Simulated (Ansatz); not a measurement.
**Data sheet: CuI (DFT)**

CuI:
```
CELL_PARAMETERS angstrom
      4.07074     0.00000     0.00000
      0.00000     4.07074     0.00000
      0.00000     0.00000     6.40338
ATOMIC_POSITIONS crystal
  Cu 0.00000 0.00000 0.50000
  Cu 0.50000 0.50000 0.50000
  I  0.00000 0.50000 0.76358
  I  0.50000 0.00000 0.23642
```

Space group P4/nmm (No. 129); conventional cell a = 4.071 Å, b = 4.071 Å, c = 6.403 Å, α = 90.00°, β = 90.00°, γ = 90.00°.

Method: DFT-r²SCAN+D4 in the program Ansatz with PAW potentials. Geometry: relaxed at this level of theory. Other levels are named where they apply.

### Cell and energy

```json
{
  "volume_per_atom": "26.53 Å³",
  "density": "5.96 g/cm³",
  "Formation energy from the elements (no fitted shifts)": "-0.16 eV/atom"
}
```

### Electronic structure

```json
{
 "band_gap": "2.08 eV (direct)",
 "valence_band_maximum": "at Γ",
 "conduction_band_minimum": "at Γ",
 "electron_effective_mass": "0.23, 0.23, 0.24 mₑ (principal values)",
 "Electron effective mass with spin–orbit coupling": "0.23, 0.23, 0.24 mₑ (principal values)",
 "Hole effective mass, band 1 of 2 at the edge": "5.4 along x, 1.1 along z (mₑ)",
 "Hole effective mass, band 2 of 2 at the edge": "0.27 along x, 1.1 along z (mₑ)",
 "Hole effective mass with spin–orbit coupling": "0.41, 0.41, 0.98 mₑ (principal values)",
 "HSE06 gap on the r²SCAN+D4 cell": "2.92 eV",
 "Gap with spin–orbit coupling": "1.89 eV"
}
```

### Magnetism

```json
{
  "magnetic_order": "non-magnetic (starting moments vanished)"
}
```

### Mechanics

```json
{
  "Bulk modulus (Birch–Murnaghan fit)": "17.3 GPa",
  "Pressure derivative B′": "10.2"
}
```

### Charges

```json
{
  "bader_charges": "Cu +0.36, I -0.36 e"
}
```

The start of the workflow was typed in or built on a structure type; the Crystallography Open Database copy checked does not list it. It is not the phase usual at ambient conditions (space group No. 216). Symmetry was held in the r²SCAN+D4 relaxation; whether a distortion lowers the energy is not shown. The workflow began spin-polarised and lost its moments. The references are the lowest solids computed at this level, not always the standard phases. Scalar-relativistic: spin–orbit coupling is off unless named, which matters more the heavier the elements.

Potentials: the later of the program's two PAW sets.
